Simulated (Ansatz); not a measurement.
## SiSe2, first-principles data

SiSe$_{2}$:
```cif
data_Se4Si2
_chemical_formula_sum 'Si2 Se4'
_space_group_name_H-M_alt 'P 1'
_space_group_IT_number 1
_cell_length_a 3.44696
_cell_length_b 3.44696
_cell_length_c 13.00988
_cell_angle_alpha 90.000
_cell_angle_beta 90.000
_cell_angle_gamma 120.000
loop_
_space_group_symop_operation_xyz
  'x, y, z'
loop_
_atom_site_label
_atom_site_type_symbol
_atom_site_fract_x
_atom_site_fract_y
_atom_site_fract_z
_atom_site_occupancy
Si1 Si 0.33333 0.66667 0.25000 1
Si2 Si 0.66667 0.33333 0.75000 1
Se1 Se 0.33333 0.66667 0.62763 1
Se2 Se 0.66667 0.33333 0.12763 1
Se3 Se 0.66667 0.33333 0.37237 1
Se4 Se 0.33333 0.66667 0.87237 1
```

Space group P6_3/mmc (No. 194); conventional cell a = b = 3.4470 Å, c = 13.0099 Å, α = β = 90.00°, γ = 120.00°.

Method: PBE (plane waves, PAW; program Ansatz). The cell and atoms are relaxed at this level. Other levels are named where they apply.

Cell and energy:

```yaml
volume_per_atom: 22.31 Å³
density: 4.62 g/cm³
Formation energy from the elements (no fitted shifts): 6.2 kJ/mol of atoms
```

Electronic structure:

```yaml
electronic_character: metallic (no gap)
Density of states at the Fermi level: 0.37 states/eV per atom (mean over ±0.08 eV)
```

The cell is a constructed one: a structure type filled with these elements; neither database checked (COD, Materials Project) lists it. COD files the formula under space group No. 72, so this cell is another polymorph or a model. Its standing as an ambient phase is unchecked. The cell was relaxed with PBE under the symmetry of its start; whether a distortion lowers the energy is not shown. A crystal of weakly bound layers computed without a dispersion correction: the cell and the soft elastic constants depend strongly on that. The references are the lowest solids computed at this level, not always the standard phases. Scalar-relativistic: spin–orbit coupling is off unless named, which matters more the heavier the elements.

Potentials: the later of the program's two PAW sets.
